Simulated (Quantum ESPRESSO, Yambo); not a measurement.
At a photon energy of 10.00 eV, RPA with local fields on PBEsol bands shifted by a G0W0 scissor of 3.75 eV (Quantum ESPRESSO and Yambo; 4×4×2 mesh, 149 bands, 3 Ry local-field block, 0.2 eV broadening) gives ε = 2.62 + 0.62i for KScS$_{2}$O$_{8}$ (space group C2/m, No. 12), field along x. Axes are Cartesian, with cell vectors (Å) (4.27, -2.68, 0.00), (4.27, 2.68, 0.00), (-0.66, 0.00, 8.16).

Work out n, κ, the normal-incidence reflectivity, the absorption coefficient and the penetration depth.


|ε| = 2.69; n = √((|ε| + ε1)/2) = 1.63, κ = √((|ε| − ε1)/2) = 0.19. R = ((n − 1)² + κ²)/((n + 1)² + κ²) = 0.06. α = 2Eκ/(ħc) with ħc = 197.327 eV nm: 0.0193 per nm = 1.9 × 10⁵ per cm, a 1/e depth of 52 nm. The computed direct gap is 8.01 eV, and the energy scale of the real crystal may differ from it. Excitonic effects are left out, and values at one energy depend on mesh and broadening. The scissor comes from a G0W0 run whose convergence isn't established. Convergence of the RPA response with its 4×4×2 mesh was not tested.

Geometry of the Materials Project entry, not relaxed at this level; primitive cell a = b = 5.0442 Å, c = 8.1828 Å, α = β = 93.94°, γ = 64.31°.

The structure is a Materials Project entry; no match was found in the copy of COD used, and its stability was not checked.
